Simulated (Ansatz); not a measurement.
Property card for AlWO₄

AlWO$_{4}$:
```cif
data_Al2O8W2
_chemical_formula_sum 'Al2 W2 O8'
_space_group_name_H-M_alt 'Cmmm'
_space_group_IT_number 65
_space_group_name_Hall '-C 2 2'
_cell_length_a 6.34573
_cell_length_b 6.64797
_cell_length_c 2.81794
_cell_angle_alpha 90.000
_cell_angle_beta 90.000
_cell_angle_gamma 90.000
loop_
_space_group_symop_operation_xyz
  'x, y, z'
  '-x, -y, -z'
  '-x, -y, z'
  'x, y, -z'
  'x, -y, -z'
  '-x, y, z'
  '-x, y, -z'
  'x, -y, z'
  'x+1/2, y+1/2, z'
  '-x+1/2, -y+1/2, -z'
  '-x+1/2, -y+1/2, z'
  'x+1/2, y+1/2, -z'
  'x+1/2, -y+1/2, -z'
  '-x+1/2, y+1/2, z'
  '-x+1/2, y+1/2, -z'
  'x+1/2, -y+1/2, z'
loop_
_atom_site_label
_atom_site_type_symbol
_atom_site_symmetry_multiplicity
_atom_site_Wyckoff_symbol
_atom_site_fract_x
_atom_site_fract_y
_atom_site_fract_z
_atom_site_occupancy
Al1 Al 2 b 0.00000 0.50000 0.00000 1
W1 W 2 d 0.50000 0.50000 0.50000 1
O1 O 4 h 0.19963 0.50000 0.50000 1
O2 O 4 i 0.00000 0.21444 0.00000 1
```
(The calculation used a cell of 6 atoms; values per cell refer to that cell.)

Space group Cmmm (No. 65); conventional cell a = 6.3457 Å, b = 6.6480 Å, c = 2.8179 Å, α = β = γ = 90.00°.

Method: the program Ansatz at the PBEsol level (PAW). Structure relaxed to zero pressure with the same functional. Other levels are named where they apply.

Cell and energy:

```json
{
 "volume_per_atom": "9.91 Å³",
 "density": "7.68 g/cm³",
 "Formation energy from the elements (no fitted shifts)": "-2.47 eV/atom"
}
```

Electronic structure:

```json
{
 "electronic_character": "metallic (no gap)",
 "Density of states at the Fermi level": "0.20 states/eV per atom (mean over ±0.08 eV)",
 "Gap with spin–orbit coupling": "none (metallic)"
}
```

Mechanics:

```json
{
  "Bulk modulus (Birch–Murnaghan fit)": "248 GPa",
  "Pressure derivative B′": "4.9"
}
```

Charges:

```json
{
  "bader_charges": "Al +2.55, W +2.66, O -1.37 to -1.23 e"
}
```

The first step of the workflow began from a Materials Project structure, measured or hypothetical; the Crystallography Open Database copy checked does not list it. COD files the formula under space group No. 12, so this cell is another polymorph or a model. Its standing as an ambient phase is unchecked. The PBEsol relaxation kept the symmetry of its start; its stability against distortions is not shown here. No spin polarisation was allowed. No Hubbard U is applied. With an odd number of electrons in the cell and no spin polarisation, the count alone makes it a metal. The references are the lowest solids computed at this level, not always the standard phases (solids in place of the gases). Spin–orbit coupling is left out wherever it is not named.

Potentials: the later of the program's two PAW sets.
